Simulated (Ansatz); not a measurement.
Data:

YSi₂Au₂:
```cif
data_Au4Si4Y2
_chemical_formula_sum 'Y2 Si4 Au4'
_space_group_name_H-M_alt 'I4/mmm'
_space_group_IT_number 139
_space_group_name_Hall '-I 4 2'
_cell_length_a 4.25095
_cell_length_b 4.25095
_cell_length_c 10.16814
_cell_angle_alpha 90.000
_cell_angle_beta 90.000
_cell_angle_gamma 90.000
loop_
_atom_site_label
_atom_site_type_symbol
_atom_site_symmetry_multiplicity
_atom_site_Wyckoff_symbol
_atom_site_fract_x
_atom_site_fract_y
_atom_site_fract_z
_atom_site_occupancy
Y1 Y 2 a 0.00000 0.00000 0.00000 1
Si1 Si 4 e 0.00000 0.00000 0.38737 1
Au1 Au 4 d 0.00000 0.50000 0.25000 1
```
(The calculation used a cell of 5 atoms; values per cell refer to that cell.)

This is the r²SCAN-relaxed structure.

Question: All from r²SCAN (plane waves, PAW; program Ansatz), unless another level is named. Give the electronic character.

Answer: metallic (no gap).

Question: And the density of states at the Fermi level?

Answer: 0.25 states/eV per atom (mean over ±0.08 eV).

Question: What about the formation energy from the elements (no fitted shifts)?

Answer: -0.61 eV/atom.

The first step of the workflow began from a Materials Project structure, measured or hypothetical; the Crystallography Open Database copy checked does not list it. Its standing as an ambient phase is unchecked. The cell was relaxed with r²SCAN under the symmetry of its start; whether a distortion lowers the energy is not shown. The run is not spin-polarised. The references are the lowest solids computed at this level, not always the standard phases. Scalar-relativistic: spin–orbit coupling is off unless named, which matters more the heavier the elements.

Potentials: the later of the program's two PAW sets.
